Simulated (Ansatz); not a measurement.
Relaxed HfO2 (tetragonal-ZrO2 type, space group P4_2/nmc):

```xyz
6
Lattice="3.5675 0.0000 0.0000 0.0000 3.5675 0.0000 0.0000 0.0000 5.1667" Properties=species:S:1:pos:R:3 pbc="T T T"
Hf     0.0000     0.0000     0.0000
Hf     1.7838     1.7838     2.5833
O      0.0000     1.7838     1.0339
O      0.0000     1.7838     3.6172
O      1.7838     0.0000     1.5495
O      1.7838     0.0000     4.1328
```

Scan: atom 6 (O, nearest neighbour Hf at 2.062 Å; its periodic images, 3.6 Å or more away, move with it) is displaced towards the nearest neighbour, direction (-0.865, 0.000, 0.501) in Cartesian axes, by s. The other atoms stay.

The numbers are results of PBEsol (plane waves to 420 eV, PAW, scalar-relativistic; Ansatz, a quantum-chemistry and plane-wave program), not measurements. k mesh 8×8×5 (Γ-centred), Fermi-Dirac smearing 0.05 eV. Energies are smeared free energies. HfO2 is run without spin polarisation. HfO2 was relaxed with its symmetry unable to fall. Spin-orbit coupling is left out, though Hf is heavy. The PAW data are Ansatz's earlier set. This is a high-temperature form of HfO2. The zero of ΔE is the undisplaced structure.

```tsv
s (Å)	ΔE (meV/cell)
-0.210	withheld
-0.168	211
-0.126	123
-0.084	56
-0.042	15
0.000	0
0.042	16
0.084	66
0.126	155
0.168	288
0.210	473
```

Question: Fit a polynomial form (powers 2, 3, 4) to the given rows and predict ΔE at s = -0.210.

Answer: Least squares on the 10 given rows: ΔE = (8578)·s² + (8146)·s³ + (9790)·s⁴, in meV/cell with s in Å; root-mean-square residual 0.3 meV/cell. At -0.210 the fit gives 322 meV/cell; the calculation gives 319 meV/cell, so the extrapolation is off by 3 (+0.9 %). The quadratic term alone would give 378 meV/cell.

(For displaced atoms, the force is minus the slope of the energy, and its curvature is a force constant, which sets phonon frequencies.)
